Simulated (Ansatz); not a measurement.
BN in space group P6_3/mmc (No. 194; B on 4f, N on 4f), DFT-LDA in the program Ansatz with PAW potentials, all energies at zero smearing, with the estimated change up to a 700 eV cutoff added, with one set of potentials and settings (totals compare only within such a set). Cell of 8 atoms (4 B, 4 N): -2105.371 eV.

```json
[
 {"element": "B", "reference phase": "R-3m, 12 atoms in the cell", "E (eV/atom)": "-149.7758"},
 {"element": "N", "reference phase": "P4_2/mnm, 4 atoms in the cell", "E (eV/atom)": "-373.6497"}
]
```

Formation energy per atom, worked out: (-2105.371 − 4×(-149.7758) − 4×(-373.6497))/8 = -1.459 eV/atom (-141 kJ per mol of atoms), at 0 K, without zero-point energy or fitted corrections.

A made-up cell: these elements were put on the sites of a structure type. Its sites differ from those of the usual phase in this space group: another stacking or structure type. Symmetry was held in the LDA relaxation; phonons on a q-mesh show weakly imaginary modes. The volume moved by 53 % from the start of the relaxation. A crystal of weakly bound layers computed without a dispersion correction: the cell and the soft elastic constants depend strongly on that. The references are the lowest solids computed at this level, not always the standard phases (solids in place of the gases).

Potentials: the later of the program's two PAW sets.
